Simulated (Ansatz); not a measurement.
ZnAu:
```xyz
2
Lattice="3.1286 0.0000 0.0000 0.0000 3.1286 0.0000 0.0000 0.0000 3.1286" Properties=species:S:1:pos:R:3 pbc="T T T"
Au     0.0000     0.0000     0.0000
Zn     1.5643     1.5643     1.5643
```

Relaxed with PBEsol. Special points in fractions of this cell's reciprocal vectors: Γ (0.000, 0.000, 0.000); X (0.000, 0.500, 0.000); M (0.500, 0.500, 0.000); R (0.500, 0.500, 0.500).

List the band energies nearest the Fermi level at these points for plane-wave PAW PBEsol with spin–orbit coupling (Ansatz code).

In eV from the Fermi level; about four levels below and three above (degenerate sets whole), none deeper than 8.9 eV; points with the same levels are listed once.

```
k                                below                          above
-  -----------------------------------  -----------------------------
Γ  -3.92 -3.92 -3.92 -3.92 -3.17 -3.17  4.02 4.02 5.24 5.24 5.24 5.24
X              -3.74 -3.74 -2.29 -2.29        10.02 10.02 10.33 10.33
M              -2.56 -2.56 -1.90 -1.90            0.85 0.85 2.61 2.61
R              -3.10 -3.10 -3.10 -3.10            1.36 1.36 2.46 2.46
```

Space group Pm-3m (CsCl type). The cell was relaxed with PBEsol under the symmetry of its start; of distortions, only those at the zone centre were tested.

Potentials: the later of the program's two PAW sets.
